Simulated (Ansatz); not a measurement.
**Al$_{3}$GaN$_{4}$ under pressure: fit and missing row**

Al$_{3}$GaN$_{4}$, Pm, a = 5.038 Å, b = 3.125 Å, c = 5.410 Å, β = 90.0°. The structure is a Materials Project entry; whether it is the stable form wasn't checked. Ansatz: r2SCAN, PAW, 500 eV, Γ-centred 6×8×4 mesh on 8 atoms, Gaussian smearing 0.02 eV; no spin polarisation. Cell and atoms are relaxed at each pressure, and no other structure is tried, so the rows at high pressure may lie past a change of phase.

```tsv
V (Å³/atom)	P (GPa)
9.809	19.99
10.187	10.00
?	5.02
10.547	2.01
10.647	0.01
10.752	-1.99
```

Task: Take V0 = 10.647 Å³/atom, count pressures from its P0 = 0.01 GPa, fit the third-order Birch–Murnaghan form to the other rows, and predict the missing volume.

Result: With the Eulerian strain f = ½[(V0/V)^(2/3) − 1] and y = (P − P0)/[3f(1 + 2f)^(5/2)], the form is the line y = B0 + 1.5 B0 (B0′ − 4) f. Rows (f, y): 0.02809, 206.8; 0.01494, 207.1; 0.00316, 207.7; -0.00326, 207.9. Means f = 0.01073, y = 207.37; Σ(Δf)² = 0.0005721, ΣΔfΔy = -0.02094; the slope is their ratio. y = 207.8 − 36.61 f GPa, so B0 = 207.8 GPa and B0′ = 4 + 2 × (-36.61)/(3 × 207.8) = 3.88. P = 5.02 GPa is met at f = 0.00774 (y = 207.52), so V = V0 (1 + 2f)^(−3/2) = 10.404 Å³/atom. The run gave 10.404 Å³/atom, the same to the digits shown.